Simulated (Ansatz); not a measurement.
An Ansatz (a first-principles code) input:

Ansatz 0.2 input:
```yaml
crystal:
  lattice:
    - [3.1285989662, 0.0, 0.0]
    - [0.0, 3.1285989662, 0.0]
    - [0.0, 0.0, 3.1285989662]
  atoms:
    - { symbol: Au, position: [0.0, 0.0, 0.0] }
    - { symbol: Zn, position: [0.5, 0.5, 0.5] }
kpoints:
  mp_grid: { grid: [10, 10, 10] }
  band_path:
    path:
      - [[0.0, 0.0, 0.0], [0.0, 0.5, 0.0], [0.5, 0.5, 0.0], [0.0, 0.0, 0.0], [0.5, 0.5, 0.5], [0.0, 0.5, 0.0]]  # Γ-X-M-Γ-R-X
      - [[0.5, 0.5, 0.5], [0.5, 0.5, 0.0]]  # R-M
    npoints: 12
basis: { xc_grid: 2 }
hamiltonian:
  xc: pbesol
  pseudopotentials: { kind: paw }
magnetization: { noncollinear: true, spin_orbit: true }
scf:
  n_extra_bands: 13
  convergence: { dr2_threshold: 0.0000000001 }
  occupations: { method: gaussian, width: 0.05 }
output: { eigenvalues: true }
```

Question: How many symmetry operations and irreducible k-points will the run report?

Answer: 48 operations, 56 of 1000 k-points.

Question: With a cutoff of 420 eV, how many plane waves at Γ?

Answer: 619.

It took roughly 18 core-seconds on shared server cores.

Space group Pm-3m (CsCl type). Symmetry was held in the PBEsol relaxation; of distortions, only those at the zone centre were tested.

Potentials: the later of the program's two PAW sets.

Ansatz is a plane-wave DFT program.
